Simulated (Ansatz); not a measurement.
## How far is PAW off for Sb?

```
CELL_PARAMETERS angstrom
3.36900 0.00000 0.00000
-1.68450 2.91764 0.00000
0.00000 0.00000 5.43660
ATOMIC_POSITIONS crystal
Sb 0.33333 0.66667 0.25000
Sb 0.66667 0.33333 0.75000
```

Atoms are numbered in the order listed.

The cell is COD entry 1539203, as deposited and not checked against the literature; nothing was relaxed. The listed cell was then made from it by scaling, straining or moving an atom.

Spin–orbit coupling is left out, though it moves levels of the heavy atoms by tenths of an eV or more.

All numbers are computed: DFT, PBEsol, PAW with Ansatz's default frozen-core files, scalar-relativistic (Ansatz 0.2.0); DFT, PBEsol, all-electron PAW with datasets made for the crystal, scalar-relativistic (Ansatz 0.2.0); DFT, PBEsol, all-electron LAPW, scalar-relativistic (Ansatz 0.2.0).

For PAW: a Γ-centred 12×12×7 k mesh, Fermi–Dirac smearing of 0.05 eV, cutoff 420 eV, no spin polarisation; the PAW files were made with PBE, and the program remakes their frozen cores for this functional. The crystal-made all-electron datasets (AE datasets) take a cutoff of 160 eV at this cell. LAPW targets a basis error of 0.5 meV/atom. The Ansatz runs share mesh, smearing and spin set-up. Plane-wave (PAW) pressures include the program's estimate of the Pulay term.

Stress and pressure are positive in compression.

No spin–orbit coupling: at heavy atoms the gradients can be off by tens of per cent for that reason.

In a metal, gradients converge slowly with the k mesh: the values move by tens of per cent from one mesh to another, at times in sign, so only the comparison on one mesh counts.

```tsv
quantity	PAW	AE datasets	LAPW
pressure (GPa)	-1.43	-1.42	-1.42
stress xx (GPa)	-1.12	-1.10	-1.10
stress zz (GPa)	-2.06	-2.05	-2.05
field gradient Vzz at Sb1 (10²¹ V/m²)	2.29	2.29	–
```
